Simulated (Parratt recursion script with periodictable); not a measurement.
**Neutron reflectivity of single films on Si: where the minima fall**

Model: specular neutron reflectivity, Parratt recursion, Névot-Croce roughness, natural isotopes, no magnetic scattering. Program: Parratt recursion script with periodictable 1.7.1.

Neutron wavelength 4.75 Å. Q is scanned from 0.004 to 0.2 Å⁻¹ in 600 evenly spaced points, and the curve is smoothed with a Gaussian of 0.001 Å⁻¹ full width. A minimum is a scan point below both neighbours, placed by a parabola through ln R at the three points.

Each run is one film on Si (density 2.313 g/cm³, ρ = 2.059 × 10⁻⁶ Å⁻², rms roughness 1.9 Å) under vacuum. The film surface has an rms roughness of 1.7 Å in all runs. ρ and ρ″ are the real and imaginary parts of the scattering length density. The table lists all minima between 0.02 and 0.1 Å⁻¹.

| run | film | thickness d (Å) | density (g/cm³) | ρ (10⁻⁶ Å⁻²) | ρ″ (10⁻⁶ Å⁻²) | minima at Q (Å⁻¹) |
|---|---|---|---|---|---|---|
| A | Ag | 600 | 9.326 | 3.083 | 0.009165 | 0.0247, 0.0340, 0.0439, 0.0540, 0.0642, 0.0745, 0.0848, 0.0952 |
| B | Ag | 300 | 9.326 | 3.083 | 0.009165 | 0.0254, 0.0444, 0.0645, 0.0851 |
| C | Ag | 600 | 8.29 | 2.741 | 0.008147 | 0.0245, 0.0339, 0.0438, 0.0539, 0.0642, 0.0744, 0.0848, 0.0951 |
| D | Ag | 600 | 10.363 | 3.426 | 0.01018 | 0.0249, 0.0342, 0.0440, 0.0541, 0.0643, 0.0746, 0.0849, 0.0952 |
| E | Ag | 480 | 9.326 | 3.083 | 0.009165 | ? |

Densities are inputs, not measurements. They were set from computed cells of the Materials Project: Ag from entry mp-124 (Fm-3m, 10.363 g/cm³, taken at 80, 90 and 100 %); Si from entry mp-149 (Fd-3m, 2.313 g/cm³). A layer's crystal structure does not enter its constants, only its composition and density.

**Question.** How many minima does run E have between 0.02 and 0.1 Å⁻¹, and where?

**Answer.** Inside a film the fringe order is m = (d/2π)(Q² − 16πρ)^½, with the film's own ρ. Where the film's ρ lies above the substrate's, its two faces reflect with opposite signs, and minima are expected at whole m.

- Run A, ρ above the substrate's: the minima give m = 2.04, 3.02, 4.02, 5.02, 6.01, 7.01, 8.01, 9.01.
- Run B, ρ above the substrate's: the minima give m = 1.06, 2.03, 3.02, 4.02.
- Run C, ρ above the substrate's: the minima give m = 2.05, 3.04, 4.03, 5.02, 6.03, 7.02, 8.02, 9.01.
- Run D, ρ above the substrate's: the minima give m = 2.02, 3.02, 4.01, 5.01, 6.01, 7.01, 8.01, 9.00.

In run E the film's ρ lies above the substrate's, so take whole m. The window runs from m = 1.20 to 7.58 and holds m = 2, 3, 4, 5, 6, 7. Then Q² = 16πρ + (2πm/d)² gives Q = 0.0290, 0.0412, 0.0538, 0.0666, 0.0795, 0.0925 Å⁻¹.

The run has 6 minima, at 0.0294, 0.0415, 0.0541, 0.0668, 0.0797, 0.0926 Å⁻¹. The largest distance from one of them to an estimated minimum is 0.0004 Å⁻¹, against a mean spacing of 0.0126 Å⁻¹.
